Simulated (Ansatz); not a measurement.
**Structure relaxation, SiNi**

The start is a generated trial cell of SiNi in the AFLOW prototype AB_tP4_129_c_c (B11, as in TiCu). The structure is fully relaxed (lattice and positions, P = 0) with r2SCAN (plane waves to 500 eV, PAW, scalar-relativistic; Ansatz, a quantum-chemistry and plane-wave program). The first steps use a coarse 8×8×4 k-mesh.

Starting cell:
```yaml
crystal:
  lattice:
    - [2.98879, 0.00000, 0.00000]
    - [0.00000, 2.98879, 0.00000]
    - [0.00000, 0.00000, 5.69379]
  atoms:
    - { symbol: Ni, position: [0.50000, 0.00000, 0.65000] }
    - { symbol: Ni, position: [0.00000, 0.50000, 0.35000] }
    - { symbol: Si, position: [0.50000, 0.00000, 0.10000] }
    - { symbol: Si, position: [0.00000, 0.50000, 0.90000] }
```
Spin-polarised start, with parallel moments on Ni.

```json
{
  "initial_pressure": "-12 GPa (negative: the cell is under tension)",
  "largest_initial_force": "about 2.9 eV/Å, on Si3, Si4 (atoms numbered as listed)",
  "energy_released": "0.56 eV/atom",
  "moments_at_the_end": "zero (the starting moments vanished)",
  "optimiser_moves": "15"
}
```

Final structure:

Space group P4/nmm, origin choice 1 (No. 129); a = b = 3.126 Å, c = 4.659 Å, α = β = γ = 90.00°

| atom | site | symmetry | x | y | z |
|---|---|---|---|---|---|
| Ni | 2c | 4mm | 0.0000 | 0.5000 | 0.3437 |
| Si | 2c | 4mm | 0.5000 | 0.0000 | 0.1557 |

Final values are on a 15×15×10 k-mesh of the relaxed cell. No spin polarisation in the result: the starting moments vanished. A magnetic state may lie lower.

The run could not lose the symmetry of its start: the end is stationary, and may be a saddle point rather than a minimum.

The relaxed structure here is a generated cell of SiNi: the first start was made by placing the elements on the sites of a structure type, and the end was not matched to a known phase here, so it may be hypothetical. Known forms of SiNi include space group No. 62.
